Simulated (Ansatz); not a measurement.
Bi:
```
CELL_PARAMETERS angstrom
      0.00000     2.51693     2.51693
      2.51693     0.00000     2.51693
      2.51693     2.51693     0.00000
ATOMIC_POSITIONS crystal
  Bi 0.00000 0.00000 0.00000
```

Relaxed with PBE. Special points in fractions of this cell's reciprocal vectors: Γ (0.000, 0.000, 0.000); X (0.500, 0.000, 0.500); U (0.625, 0.250, 0.625); K (0.375, 0.375, 0.750); L (0.500, 0.500, 0.500); W (0.500, 0.250, 0.750).

Task: List the band energies nearest the Fermi level at these points for plane-wave PAW PBE (Ansatz code).

Result: In eV from the Fermi level; about four levels below and three above (degenerate sets whole), none deeper than 8.9 eV; … stands for higher levels left out; points with the same levels are listed once.

| k | below | above |
|---|---|---|
| Γ | – | 4.75 4.75 4.75 |
| X | -4.40 | 0.32 0.32 … |
| U | -3.54 -2.56 | 1.09 … |
| L | -5.19 | 3.22 3.22 … |
| W | -2.74 -2.74 -1.13 | … |

Space group Fm-3m (fcc (Cu type)). The start of the workflow was typed in or built on a structure type; neither database checked (COD, Materials Project) lists it. It is not the phase usual at ambient conditions (space group No. 166). The PBE relaxation kept the symmetry of its start; whether a distortion lowers the energy is not shown. Spin–orbit coupling is left out wherever it is not named.

Potentials: the earlier of the program's two PAW sets.
